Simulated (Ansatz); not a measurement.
A relaxation computed with Ansatz, from input to last step.

```yaml
crystal:
  lattice:
    - [5.63, 0.0, 0.0]
    - [0.0, 5.63, 0.0]
    - [0.0, 0.0, 5.63]
  atoms:
    - { symbol: C, position: [0.958, 0.958, 0.958] }
    - { symbol: C, position: [0.542, 0.042, 0.458] }
    - { symbol: C, position: [0.458, 0.542, 0.042] }
    - { symbol: C, position: [0.042, 0.458, 0.542] }
    - { symbol: O, position: [0.067, 0.067, 0.067] }
    - { symbol: O, position: [0.433, 0.933, 0.567] }
    - { symbol: O, position: [0.567, 0.433, 0.933] }
    - { symbol: O, position: [0.933, 0.567, 0.433] }
basis:
  ecutwfc: 420
kpoints:
  mp_grid: { grid: [4, 4, 4] }
hamiltonian:
  xc: pbe
scf:
  occupations: { method: gaussian, width: 0.1 }
  lower_state_search: "off"
output:
  forces: true
  stress: true
  eigenvalues: true
relax:
  adjacent_minimum: "off"
  f_tol: 0.04
  max_steps: 70
  cell: { stress_tol: 0.4 }
```

```bash
ansatz run input.yaml --threads 1 --pin off --max-ram 2560MiB --backend cpu --events-out ev --progress --plain --runs-dir out
```

Level of theory: Ansatz 0.2.0, DFT PBE, scalar-relativistic, plane waves, PAW.

Of 5 frames 5 are shown, positions in Å and forces in eV/Å; the SCF threshold varies from step to step. Steps run on the plane waves of an earlier cell, with a Pulay correction in the pressure. The basis is chosen afresh for the last frame, the zero of the energies, and at times for earlier ones too; energy and pressure step there, also at an unchanged geometry. Here that happened at step 5 (-6 meV/atom, 0.4 GPa); the frames before carry an error of that size.

```xyz
8
Lattice="5.6300 0.0000 0.0000 0.0000 5.6300 0.0000 0.0000 0.0000 5.6300" Properties=species:S:1:pos:R:3:forces:R:3 pbc="T T T" step=1 free_energy_over_end_meV_per_atom=179.45 pressure_GPa=14.04
C     5.3935    5.3935    5.3935   -6.1178   -6.1178   -6.1178
C     3.0515    0.2365    2.5785    6.1178    6.1178   -6.1178
C     2.5785    3.0515    0.2365   -6.1178    6.1178    6.1178
C     0.2365    2.5785    3.0515    6.1178   -6.1178    6.1178
O     0.3772    0.3772    0.3772    6.1241    6.1241    6.1241
O     2.4378    5.2528    3.1922   -6.1241   -6.1241    6.1241
O     3.1922    2.4378    5.2528    6.1241   -6.1241   -6.1241
O     5.2528    3.1922    2.4378   -6.1241    6.1241   -6.1241
8
Lattice="5.7389 0.0000 0.0000 0.0000 5.7389 0.0000 0.0000 0.0000 5.7389" Properties=species:S:1:pos:R:3:forces:R:3 pbc="T T T" step=2 free_energy_over_end_meV_per_atom=5.69 pressure_GPa=-0.46
C     5.5139    5.5139    5.5139    0.2608    0.2608    0.2608
C     3.0944    0.2249    2.6445   -0.2608   -0.2608    0.2608
C     2.6445    3.0944    0.2249    0.2608   -0.2608   -0.2608
C     0.2249    2.6445    3.0944   -0.2608    0.2608   -0.2608
O     0.4325    0.4325    0.4325   -0.2552   -0.2552   -0.2552
O     2.4370    5.3064    3.3019    0.2552    0.2552   -0.2552
O     3.3019    2.4370    5.3064   -0.2552    0.2552    0.2552
O     5.3064    3.3019    2.4370    0.2552   -0.2552    0.2552
8
Lattice="5.7589 0.0000 0.0000 0.0000 5.7589 0.0000 0.0000 0.0000 5.7589" Properties=species:S:1:pos:R:3:forces:R:3 pbc="T T T" step=3 free_energy_over_end_meV_per_atom=5.71 pressure_GPa=-0.11
C     5.5630    5.5630    5.5630    0.0570    0.0570    0.0570
C     3.0754    0.1959    2.6836   -0.0570   -0.0570    0.0570
C     2.6836    3.0754    0.1959    0.0570   -0.0570   -0.0570
C     0.1959    2.6836    3.0754   -0.0570    0.0570   -0.0570
O     0.4598    0.4598    0.4598   -0.0599   -0.0599   -0.0599
O     2.4197    5.2991    3.3393    0.0599    0.0599   -0.0599
O     3.3393    2.4197    5.2991   -0.0599    0.0599    0.0599
O     5.2991    3.3393    2.4197    0.0599   -0.0599    0.0599
8
Lattice="5.7638 0.0000 0.0000 0.0000 5.7638 0.0000 0.0000 0.0000 5.7638" Properties=species:S:1:pos:R:3:forces:R:3 pbc="T T T" step=4 free_energy_over_end_meV_per_atom=5.80 pressure_GPa=0.01
C     5.5560    5.5560    5.5560   -0.0069   -0.0069   -0.0069
C     3.0897    0.2078    2.6741    0.0069    0.0069   -0.0069
C     2.6741    3.0897    0.2078   -0.0069    0.0069    0.0069
C     0.2078    2.6741    3.0897    0.0069   -0.0069    0.0069
O     0.4473    0.4473    0.4473    0.0072    0.0072    0.0072
O     2.4345    5.3164    3.3292   -0.0072   -0.0072    0.0072
O     3.3292    2.4345    5.3164    0.0072   -0.0072   -0.0072
O     5.3164    3.3292    2.4345   -0.0072    0.0072   -0.0072
8
Lattice="5.7638 0.0000 0.0000 0.0000 5.7638 0.0000 0.0000 0.0000 5.7638" Properties=species:S:1:pos:R:3:forces:R:3 pbc="T T T" step=5 free_energy_over_end_meV_per_atom=0.00 pressure_GPa=0.38
C     5.5560    5.5560    5.5560   -0.0063   -0.0063   -0.0063
C     3.0897    0.2078    2.6741    0.0063    0.0063   -0.0063
C     2.6741    3.0897    0.2078   -0.0063    0.0063    0.0063
C     0.2078    2.6741    3.0897    0.0063   -0.0063    0.0063
O     0.4473    0.4473    0.4473    0.0063    0.0063    0.0063
O     2.4345    5.3164    3.3292   -0.0063   -0.0063    0.0063
O     3.3292    2.4345    5.3164    0.0063   -0.0063   -0.0063
O     5.3164    3.3292    2.4345   -0.0063    0.0063   -0.0063
```

Time: 30 s on 1 thread of Arm Neoverse V1 (shared host), peak memory 0.35 GiB.

The k mesh is coarse. The cell holds molecules, and where no dispersion correction was added their binding is poorly described.